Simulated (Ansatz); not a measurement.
## Ansatz 0.2.0, settings compared: Ta$_{5}$As$_{4}$

Run with:

```bash
ansatz run input.yaml --threads 1 --pin off --max-ram 2560MiB --backend cpu --events-out ev --progress --plain --runs-dir out
```

Input:

```yaml
crystal:
  lattice:
    - [0.0, 0.0, 3.439185]
    - [4.912441, -4.912441, 1.719593]
    - [4.912441, 4.912441, -1.719593]
  atoms:
    - { symbol: Ta, position: [0.0, 0.0, 0.0] }
    - { symbol: As, position: [0.284, 0.7678, 0.3358] }
    - { symbol: As, position: [0.0518, 0.6642, 0.7678] }
    - { symbol: As, position: [0.716, 0.2322, 0.6642] }
    - { symbol: As, position: [0.9482, 0.3358, 0.2322] }
    - { symbol: Ta, position: [0.3682, 0.9368, 0.6732] }
    - { symbol: Ta, position: [0.305, 0.3268, 0.9368] }
    - { symbol: Ta, position: [0.6318, 0.0632, 0.3268] }
    - { symbol: Ta, position: [0.695, 0.6732, 0.0632] }
  symmetry: { tolerance: 0.0003 }
kpoints:
  mp_grid: { grid: [6, 6, 6], shift: [0, 0, 0] }
magnetization:
  spin_polarized: false
scf:
  occupations: { method: fermi_dirac }
hamiltonian:
  pseudopotentials: { kind: paw }
  xc: pbesol
basis:
  ecutwfc: 420
output:
  forces: true
  stress: true
  eigenvalues: true
  write_density: true
  write_potential: true
  elf: true
  volumetric_format: npy
```

Origin of the cell: a database entry, scaled a little.

The smearing width isn't typed, so it takes its default of 0.1 eV.

Output of this run (shortened):

```
Pseudopotentials: kind: paw
Pseudopotential: Ta, paw, valence charge 13, recommended cutoff 420 eV (normal), Ta.paw.azcp
Pseudopotential: As, paw, valence charge 15, recommended cutoff 420 eV (normal), As.paw.azcp
Functional definition: PBEsol
  exchange = pbesol_x
  correlation = pbesol_c
Crystal: 9 atoms, lattice volume = 165.989 Å³
Basis set: ecut = 420 eV, 3265 PW (Γ), exchange–correlation on 48×96×96 points (8 copies of the dense FFT grid, shifted against one another)
Bands: 75, of which v1, the nominal top of the filled ones, is band 63 counted from 1 (62 counted from 0)
Symmetry: 8 space group operations
Space group: I4/m (ITA 87), of the structure as read, at distance tolerance 1.6e-3 Å
k-points: 36 of 216
[… 4 lines left out …]
Initial density: superposition of atomic densities (neutral atoms: chi_scale 0, normalization atom), corrected by the library's trained network
Functional: x = pbesol(κ = 0.804, μ = 0.123457), c = pbesol(β = 0.046)
SCF iter   1: F=—  HF=-68289.646895 eV  Δρ=3.05e-3  dr2=1.21e-2
SCF iter   2: F=—  HF=-68289.647215 eV  Δρ=1.02e-3  dr2=4.14e-3
SCF iter   3: F=—  HF=-68289.645385 eV  Δρ=3.42e-4  dr2=3.69e-4
SCF iter   4: F=—  HF=-68289.645273 eV  Δρ=6.68e-5  dr2=9.53e-6
SCF iter   5: F=—  HF=-68289.645316 eV  Δρ=1.33e-5  dr2=6.60e-7
SCF iter   6: F=-68289.645316 eV  HF=-68289.645316 eV  Δρ=3.66e-6  dr2=1.93e-8
SCF 1 converged in 6 iterations: F = -68289.645316 eV  dr2 = 1.93e-8
SCF converged after 6 iterations
Free energy (F): -68289.645316 eV
Harris-Foulkes:  -68289.645316 eV  (|F-HF|=6.58e-9)
Internal energy: -68289.526877 eV  (E = F + TS)
E sigma→0 (E₀):  -68289.586097 eV
Entropy (-TS):   -0.118439 eV (-13.160 meV/atom)
Fermi energy:    15.700484 eV
--- Per-component energies (eV) ---
  E_band       = -1356.631979
  E_kinetic    = 2252.321861
  E_local      = -9698.600014  (includes V_loc(G=0)·N_el)
  E_nonlocal   = -2584.505576
  E_hartree    = 4837.442915
  E_xc         = -1404.496250
  E_vxc        = -1342.542996  (∫ρ·V_xc dr)
  E_paw        = -48538.569131  (= ΣΔE_a)
  E_vpaw       = 341.805513  (= ΣTr[D̂ρ^β])
  E_aug_tail   = 0.000752  (compensation charges beyond the density's cutoff)
  E_ewald      = -13158.055381
  E_core_change = 4.933947  (= ΣΔE_core)
  E_smearing   = -0.118439  (= −TS)
  Σ components = -68289.645316   (vs F -68289.645316, Δ=0.00e0)
--- Forces (eV/Å), atoms counted from 1 ---
  atom   1  Ta     0.000000     0.000000     0.000000
  atom   2  As     0.042227    -0.027590     0.000000
[… 2 lines left out …]
  atom   5  As    -0.027590    -0.042227     0.000000
  atom   6  Ta     0.141523     0.015533    -0.000000
  atom   7  Ta    -0.015533     0.141523    -0.000000
  atom   8  Ta    -0.141523    -0.015533     0.000000
  atom   9  Ta     0.015533    -0.141523     0.000000
  max |Σ_I F_I| component: 2.78e-17 eV/Å
--- Stress (GPa, compression-positive) ---
       -2.408430       0.000000      -0.000000
       -0.000000      -2.408430      -0.000000
        0.000000      -0.000000      -3.894282
  P = ⅓ Tr σ = -2.9037 GPa (-29.037 kbar)
```

The same input was run again with these changes:

1. `basis.ecutwfc` 420 → "450 eV"; `basis.ecutrho_ratio` default → 4
2. `scf.convergence.dr2_threshold` default → 1.0e-09
3. `scf.algorithm` default → density_mixing
4. `hamiltonian.hubbard` default → { sites: [{ species: Ta, l: d, u_eff: 6.0 }], double_counting: fll }; `basis.ecutrho_ratio` default → 4

```
 run        end  SCF iterations  P (GPa)  max force component (eV/Å)  moment (μB)  ΔE(σ→0) (meV/atom)
base  converged               6    -2.90                       0.142            –                   0
   1  converged               6    -2.91                       0.142            –               -0.34
   2  converged               7    -2.90                       0.142            –                0.00
   3  converged               6    -2.90                       0.142            –                0.00
   4  converged              13     2.29                       0.417            –                   –
```

Energies are compared only where functional, datasets, charge and starting cell are the same.

Caveats of the base run: no moments, though an odd count or open d shells may carry them; no spin-orbit coupling, though heavy elements are present; the k mesh is coarse if the cell is a metal.

Time of the base run: 27 s of wall time on 1 CPU thread(s) of a shared host, from the program's own first density.
